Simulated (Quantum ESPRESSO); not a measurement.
pw.x input (Quantum ESPRESSO 7.5; PBEsol, PseudoDojo standard norm-conserving files, fully relativistic):

```
&CONTROL
  calculation = 'scf'
  pseudo_dir = './pseudo'
  outdir = './out'
  tprnfor = .true.
  tstress = .true.
/
&SYSTEM
  ibrav = 0
  nat = 2
  ntyp = 2
  ecutwfc = 58.0
  ecutrho = 232.0
  occupations = 'smearing'
  smearing = 'fd'
  degauss = 0.002
  nbnd = 20
  noncolin = .true.
  lspinorb = .true.
/
&ELECTRONS
  conv_thr = 2e-10
/
ATOMIC_SPECIES
Cl 35.4500 Cl.upf
Rb 85.4678 Rb.upf
CELL_PARAMETERS angstrom
  3.886078236000   0.000000000000   0.000000000000
  0.000000000000   3.886078236000   0.000000000000
  0.000000000000   0.000000000000   3.886078236000
ATOMIC_POSITIONS crystal
Cl   0.500000000000   0.500000000000   0.500000000000
Rb   0.000000000000   0.000000000000   0.000000000000
K_POINTS automatic
8 8 8 0 0 0
```

End of the output:

```
     total energy              =     -87.08695682 Ry
     estimated scf accuracy    <       0.00002115 Ry
     total energy              =     -87.08696042 Ry
     estimated scf accuracy    <       0.00000143 Ry
     total energy              =     -87.08696101 Ry
     estimated scf accuracy    <       0.00000048 Ry
[...]
     the Fermi energy is     4.2593 ev
!    total energy              =     -87.08696112 Ry
     estimated scf accuracy    <          1.4E-10 Ry
     smearing contrib. (-TS)   =       0.00000000 Ry
     internal energy E=F+TS    =     -87.08696112 Ry
     The total energy is F=E-TS. E is the sum of the following terms:
     one-electron contribution =     -12.62103387 Ry
     hartree contribution      =      12.51415541 Ry
     xc contribution           =     -22.99360506 Ry
     ewald contribution        =     -63.98647760 Ry
     convergence has been achieved in   7 iterations
     Forces acting on atoms (cartesian axes, Ry/au):
     atom    1 type  1   force =     0.00000000    0.00000000    0.00000000
     atom    2 type  2   force =     0.00000000    0.00000000    0.00000000
     Total force =     0.000000     Total SCF correction =     0.000000
     Computing stress (Cartesian axis) and pressure
          total   stress  (Ry/bohr**3)                   (kbar)     P=        0.13
   0.00000085   0.00000000   0.00000000            0.13        0.00        0.00
   0.00000000   0.00000085   0.00000000            0.00        0.13        0.00
   0.00000000   0.00000000   0.00000085            0.00        0.00        0.13
```
In a gapped system the printed Fermi energy is only some level inside the gap.

Geometry relaxed with PBEsol.
